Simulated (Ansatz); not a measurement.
Input:

Relaxed Sb (A7 type, space group R-3m):

```yaml
crystal:
  lattice:
    - [2.16065, 1.24745, 3.67987]
    - [-2.16065, 1.24745, 3.67987]
    - [0.00000, -2.49490, 3.67987]
  atoms:
    - { symbol: Sb, position: [0.23638, 0.23638, 0.23638] }
    - { symbol: Sb, position: [0.76362, 0.76362, 0.76362] }
```

Scan: atom 1 (Sb, nearest neighbour Sb at 2.932 Å; its periodic images, 4.3 Å or more away, move with it) is displaced along Cartesian x, direction (1.000, 0.000, 0.000) in Cartesian axes, by s. The other atoms stay.

Computed with PBE-D3(BJ) (plane waves to 420 eV, PAW, scalar-relativistic; Ansatz, a quantum-chemistry and plane-wave program). k mesh 11×11×11 (Γ-centred), Fermi-Dirac smearing 0.05 eV. The energy includes the smearing's −TS. With partly filled bands, energies and forces of such displacements shift with the k mesh and the smearing. Sb was relaxed with its symmetry unable to fall. Spin-orbit coupling is left out, though Sb is heavy. ΔE is measured from the undisplaced structure.

The scan covers s from -0.590 to 0.590 Å in 11 points.

Is this a single well or a double well?

A single well with its minimum at or next to zero displacement.

Is the energy the same for equal positive and negative displacements?

Even: the same for both signs. With its periodic images moving along, the atom's site symmetry in this cell is 3m.

What force acts on the atom along the line at s = -0.590 Å?

2.72 eV/Å.

What is the energy change at s = 0.590 Å?

596 meV/cell.

What is the force constant k = d²E/ds² of this move at s = 0?

1.78 eV/Å².

(A displaced cell: forces are minus the slopes of the energy, force constants its curvatures, and phonons follow from these.)
